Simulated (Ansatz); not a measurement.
BeS (zinc blende, F-43m), plane-wave PAW PBE (Ansatz code): ε∞ = 5.24, cell volume 28.98 Å³. Infrared-active transverse modes:

```tsv
ω_TO (cm⁻¹)	oscillator strength S_xx (e²/amu)
557.8	0.3734
```

Compute the static dielectric constant.

Each mode adds (4.921e7/V) S/ω²: 2.04. So ε0 = 7.28.

What LO frequency does the Lyddane–Sachs–Teller relation give?

ω_LO = ω_TO √(ε0/ε∞) = 657 cm⁻¹.

Symmetry was held in the PBE relaxation; phonons on a q-mesh show no instability. The volume moved by 29 % from the start of the relaxation.

Potentials: the later of the program's two PAW sets.
